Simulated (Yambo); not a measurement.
Yambo run on Cs₂NaScCl₆ (space group Fm-3m, No. 225). The wavefunctions come from this Quantum ESPRESSO step (LDA, PseudoDojo standard norm-conserving files, scalar-relativistic):

```
&CONTROL
  calculation = 'nscf'
  pseudo_dir = './pseudo'
  outdir = './out'
/
&SYSTEM
  ibrav = 0
  nat = 10
  ntyp = 4
  ecutwfc = 88.0
  ecutrho = 352.0
  occupations = 'fixed'
  force_symmorphic = .true.
  nbnd = 316
/
&ELECTRONS
  conv_thr = 1e-08
  diago_full_acc = .true.
  diago_thr_init = 1e-08
/
ATOMIC_SPECIES
Na 22.9898 Na.upf
Cl 35.4500 Cl.upf
Sc 44.9559 Sc.upf
Cs 132.9055 Cs.upf
CELL_PARAMETERS angstrom
  0.000000000000   5.332470000000   5.332470000000
  5.332470000000   0.000000000000   5.332470000000
  5.332470000000   5.332470000000   0.000000000000
ATOMIC_POSITIONS crystal
Na   0.500000000000   0.500000000000   0.500000000000
Cl   0.764730000000   0.235270000000   0.235270000000
Cl   0.235270000000   0.764730000000   0.764730000000
Cl   0.235270000000   0.764730000000   0.235270000000
Cl   0.764730000000   0.235270000000   0.764730000000
Cl   0.235270000000   0.235270000000   0.764730000000
Cl   0.764730000000   0.764730000000   0.235270000000
Sc   0.000000000000   0.000000000000   0.000000000000
Cs   0.750000000000   0.750000000000   0.750000000000
Cs   0.250000000000   0.250000000000   0.250000000000
K_POINTS automatic
2 2 2 0 0 0
```

Yambo input:

```
rim_cut
gw0
dyson
el_el_corr
HF_and_locXC
ppa
em1d
RandQpts= 1000000
RandGvec= 1 Ry
EXXRLvcs= 88 Ry
VXCRLvcs= 352 Ry
Chimod= "HARTREE"
% BndsRnXp
 3 | 314 |
%
NGsBlkXp= 6 Ry
% LongDrXp
 1.0 | 1.0 | 1.0 |
%
PPAPntXp= 27.2114 eV
% GbndRnge
 1 | 314 |
%
GTermKind= "BG"
DysSolver= "n"
ExtendOut
% QPkrange
 1 | 1 | 40 | 41 |
 2 | 2 | 40 | 41 |
 3 | 3 | 40 | 41 |
%
```

k points by index: 1 = Γ, 2 = L, 3 = X.

Resulting energies as the program prints them:

```
#    K-point    Band    Eo [eV]    E [eV]    E-Eo [eV]    Vxc [eV]    Vnlxc [eV]    Sc|Eo [eV]    Sc|E [eV]    dSc/dw|Eo [eV]    Re(Z)    Im(Z)
#
    1    40    0.000000    -1.594944    -1.594944    -14.26344    -18.69692    2.444865    2.838535    -6.715848    0.802049    -0.001391
    1    41    3.783780    5.719001    1.935220    -16.36230    -8.867453    -5.018365    -5.559627    -7.609560    0.781460    -0.002198
    2    40    -0.196260    -1.808648    -1.612388    -14.01593    -18.49358    2.466905    2.865261    -6.722258    0.801897    -0.001420
    2    41    3.850278    5.807635    1.957357    -16.58316    -8.963716    -5.106167    -5.662088    -7.727207    0.778828    -0.002273
    3    40    -0.015745    -1.604453    -1.588708    -14.22871    -18.65048    2.441457    2.833057    -6.706756    0.802264    -0.001388
    3    41    3.770444    5.735984    1.965540    -16.40878    -8.793459    -5.097537    -5.649783    -7.644199    0.780683    -0.002213
```
(The two width columns are left out.) Convergence of these settings isn't established.

Geometry of the Materials Project entry, not relaxed at this level.

The structure is a Materials Project entry; no match was found in the copy of COD used, and its stability was not checked.
